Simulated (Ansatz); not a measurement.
HfO$_{2}$:
```yaml
crystal:
  lattice:
    - [0.00000, 2.52923, 2.52923]
    - [2.52923, 0.00000, 2.52923]
    - [2.52923, 2.52923, 0.00000]
  atoms:
    - { symbol: Hf, position: [0.00000, 0.00000, 0.00000] }
    - { symbol: O, position: [0.25000, 0.25000, 0.25000] }
    - { symbol: O, position: [0.75000, 0.75000, 0.75000] }
```

Relaxed with r²SCAN. Special points in fractions of this cell's reciprocal vectors: Γ (0.000, 0.000, 0.000); X (0.500, 0.000, 0.500); U (0.625, 0.250, 0.625); K (0.375, 0.375, 0.750); L (0.500, 0.500, 0.500); W (0.500, 0.250, 0.750).

Task: List the band energies nearest the valence-band maximum at these points for r²SCAN in the plane-wave PAW code Ansatz.

Result: In eV from the valence-band maximum; about four levels below and three above (degenerate sets whole), none deeper than 8.9 eV; points with the same levels are listed once.

```csv
k,below,above
Γ,-5.53 -5.53 -5.53 -0.65 -0.65 -0.65,4.42 4.42 6.47
X,-3.59 -3.59 -1.62 -1.62 0.00,4.30 6.05 7.25
U,-3.46 -2.33 -1.40 -0.35,4.81 5.97 7.53
L,-3.13 -2.81 -1.90 -1.90,5.12 5.12 7.58
W,-2.67 -2.67 -1.46 -0.22,5.30 5.71 7.69 7.69
```

Space group Fm-3m (fluorite). This is a known high-temperature phase of the composition, computed here at zero pressure and temperature. Symmetry was held in the r²SCAN relaxation. At this level the phase is dynamically unstable (imaginary phonons). The run is not spin-polarised. Spin–orbit coupling is left out wherever it is not named.

Potentials: the later of the program's two PAW sets.
